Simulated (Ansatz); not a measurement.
Relaxed SnO2 (rutile):

```xyz
6
Lattice="4.8275 0.0000 0.0000 0.0000 4.8275 0.0000 0.0000 0.0000 3.2382" Properties=species:S:1:pos:R:3 pbc="T T T"
Sn     0.0000     0.0000     0.0000
Sn     2.4138     2.4138     1.6191
O      1.4800     1.4800     0.0000
O      3.8938     0.9338     1.6191
O      0.9338     3.8938     1.6191
O      3.3475     3.3475     0.0000
```

In this cell atom 3 (O, nearest neighbour Sn at 2.089 Å; its periodic images, 3.2 Å or more away, move with it) is moved by s along Cartesian [110], unit vector (0.707, 0.707, 0.000); all other atoms and the cell stay fixed.

Calculation: PBE (plane waves to 420 eV, PAW, scalar-relativistic; Ansatz, a program for electronic structure). k mesh 6×6×8 (Γ-centred), Fermi-Dirac smearing 0.05 eV. E stands for the smeared free energy. Left out: 1 of 11 points, with atoms too close for the PAW data. SnO2 was relaxed with its symmetry unable to fall. ΔE is measured from the undisplaced structure.

Successive frames, forces in eV/Å:

```json
[
 {"frame": "s = -0.126 Å", "ΔE (meV/cell)": "170", "F on Sn1": "(-0.761, -0.761, 0.000)", "F on Sn2": "(-0.560, -0.560, 0.000)", "F on O3": "(1.993, 1.993, 0.000)", "F on O4": "(-0.387, 0.074, 0.000)", "F on O5": "(0.074, -0.387, 0.000)", "F on O6": "(-0.360, -0.360, 0.000)"},
 {"frame": "s = 0.000 Å", "ΔE (meV/cell)": "0", "F on Sn1": "(0.000, 0.000, 0.000)", "F on Sn2": "(0.000, 0.000, 0.000)", "F on O3": "(0.000, 0.000, 0.000)", "F on O4": "(0.000, 0.000, 0.000)", "F on O5": "(0.000, 0.000, 0.000)", "F on O6": "(0.000, 0.000, 0.000)"},
 {"frame": "s = 0.126 Å", "ΔE (meV/cell)": "154", "F on Sn1": "(0.166, 0.166, 0.000)", "F on Sn2": "(0.798, 0.798, 0.000)", "F on O3": "(-1.703, -1.703, 0.000)", "F on O4": "(0.324, -0.048, 0.000)", "F on O5": "(-0.048, 0.324, 0.000)", "F on O6": "(0.463, 0.463, 0.000)"}
]
```

Question: What are the energy and the forces in the next frame, s = 0.252 Å?

Answer: ΔE (meV/cell) = 606.

| atom | Fx | Fy | Fz |
|---|---|---|---|
| Sn1 | 0.023 | 0.023 | 0.000 |
| Sn2 | 1.789 | 1.789 | 0.000 |
| O3 | -3.379 | -3.379 | 0.000 |
| O4 | 0.587 | -0.072 | 0.000 |
| O5 | -0.072 | 0.587 | 0.000 |
| O6 | 1.052 | 1.052 | 0.000 |

(For displaced atoms, the force is minus the slope of the energy, and its curvature is a force constant, which sets phonon frequencies.)
